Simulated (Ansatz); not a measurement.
La$_{2}$O$_{3}$ (La2O3 or Ni2Al3 type, P-3m1), plane-wave PAW r²SCAN (Ansatz code). The conduction-band minimum lies at K, with 2 equivalent valleys. Second derivatives d²E/dk² of the lowest band at one valley (eV·Å²), along Cartesian directions:

| direction | d²E/dk² |
|---|---|
| [100] | 5.758 |
| [010] | 5.758 |
| [001] | 5.725 |
| [110] | 5.758 |
| [101] | 5.745 |
| [011] | 5.745 |

### Question
Find the principal effective masses, the density-of-states mass and the conductivity mass.

### Answer
Off-diagonal terms follow from H_xy = H[110] − (H_xx + H_yy)/2, and m*/mₑ = 7.620 eV·Å² over each eigenvalue: 1.3, 1.3, 1.3. One valley's DOS mass (m₁m₂m₃)^(1/3) = 1.3, conductivity mass 3/(Σ 1/mᵢ) = 1.3 mₑ.

### Question
What effective density of states Nc follows at 300 K for parabolic valleys?

### Answer
Nc = 2.509e19 × 2 × (1.3)^(3/2) ≈ 7.4e19 cm⁻³.

Symmetry was held in the r²SCAN relaxation. Scalar-relativistic: spin–orbit coupling is off unless named, which matters more the heavier the elements.

Potentials: the later of the program's two PAW sets.

Edges and masses are those of Kohn–Sham bands, whose gap is no quasiparticle gap.
